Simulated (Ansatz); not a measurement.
## WS₃: zone-centre modes

Method: Ansatz, DFT LDA, scalar-relativistic, plane waves, PAW. Plane waves to 420 eV; Γ-centred k mesh 10×10×10; Fermi-Dirac smearing of 0.15 eV. No spin polarisation. Phonons by linear response, acoustic sum rule imposed.

Equilibrium structure at this level:
```yaml
crystal:
  lattice:
    - [4.61157, 0.00000, 0.00000]
    - [0.00000, 4.61157, 0.00000]
    - [0.00000, 0.00000, 4.61157]
  atoms:
    - { symbol: W, position: [0.00000, 0.00000, 0.00000] }
    - { symbol: S, position: [0.00000, 0.00000, 0.50000] }
    - { symbol: S, position: [0.00000, 0.50000, 0.00000] }
    - { symbol: S, position: [0.50000, 0.00000, 0.00000] }
```

The cell was built by swapping an element in a database structure (itself possibly hypothetical) and relaxing; it need not be the stable form of this composition. In a metal, frequencies and elastic constants depend on the k mesh and the smearing, soft modes and shear constants most. Spin–orbit coupling is left out, which matters for heavy elements. A semilocal functional can close a gap that the real compound has.

Optical modes at Γ; i marks an imaginary frequency:
```json
{"frequency (cm⁻¹)": "95", "degeneracy": "3"}
{"frequency (cm⁻¹)": "116", "degeneracy": "3"}
{"frequency (cm⁻¹)": "401", "degeneracy": "3"}
```

All 9 optical modes at Γ are real: no displacement of atoms at fixed cell lowers the energy to second order. Strains and modes at other wave vectors aren't tested by this run.

Cost: 1 run of about 2.6 core-minutes, on Intel Xeon Platinum 8259CL (Skylake/Cascade Lake) (shared hosts).